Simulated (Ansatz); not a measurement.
Relaxed Na (bcc, W type):

```xyz
2
Lattice="-4.2223 4.2223 4.2223 2.1111 -2.1111 2.1111 2.1111 2.1111 -2.1111" Properties=species:S:1:pos:R:3 pbc="T T T"
Na     0.0000     0.0000     0.0000
Na     2.1111     2.1111     2.1111
```

The atoms are displaced by Q × the pattern below (from a DFPT mode at N = (0.5, 0.0, 0.0), largest move 1; Q in Å), at fixed cell. (q is in reciprocal vectors of the primitive cell; the cell shown is doubled to hold the pattern.)

```tsv
atom	x	y	z
Na1	1.000	0.000	0.000
Na2	-1.000	0.000	0.000
```

Computed with r2SCAN (plane waves to 500 eV, PAW, scalar-relativistic; Ansatz, a program for electronic structure). k mesh 8×16×16 (Γ-centred), Fermi-Dirac smearing 0.05 eV. Energies are smeared free energies. With partly filled bands, energies and forces of such displacements shift with the k mesh and the smearing. Na was relaxed with its symmetry unable to fall. The PAW data are Ansatz's earlier set. ΔE is measured from the undisplaced structure.

**Question.** Estimate the ΔE (meV/cell) and −dE/dQ from forces (eV/Å) for Q (Å) = -0.067, -0.050, 0.033, 0.050, 0.083, 0.100.

**Answer.** 
| Q (Å) | ΔE (meV/cell) | −dE/dQ from forces (eV/Å) |
|---|---|---|
| -0.067 | 2.9 | 0.088 |
| -0.050 | 1.7 | 0.066 |
| 0.033 | 0.7 | -0.044 |
| 0.050 | 1.7 | -0.066 |
| 0.083 | 4.6 | -0.110 |
| 0.100 | 6.6 | -0.131 |

(For displaced atoms, the force is minus the slope of the energy, and its curvature is a force constant, which sets phonon frequencies.)
